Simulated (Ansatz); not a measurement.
## Find the missing element

Cell vectors (Å):

```
3.6917 0.0000 0.0000
0.0000 3.6917 0.0000
0.0000 0.0000 3.6917
```

```
atom       a       b       c
   X  0.5000  0.5000  0.5000
  Zn  0.0000  0.0000  0.0000
```

These are results of PBEsol, PAW on Ansatz 0.2.0's default frozen-core files (fitted under PBE), scalar-relativistic, not measurements. k mesh 12×12×12, strains of ±0.003, Fermi-Dirac smearing of 0.100 eV.

Elastic constants of a crystal by Kohn-Sham DFT: slopes of the stress over finite engineering strains of the given cell, Voigt indices, Cartesian axes as in the cell vectors.

```
index  elastic (GPa)
   11           73.8
   12           41.6
   44           38.6
```

Problem. All X atoms are one element. Which one was computed?

Solution. La; the crystal is LaZn (Pm-3m).

Limits of these numbers: frozen-core PAW files fitted under PBE, their cores solved anew for the functional of the run; responses of metals move with mesh and smearing.
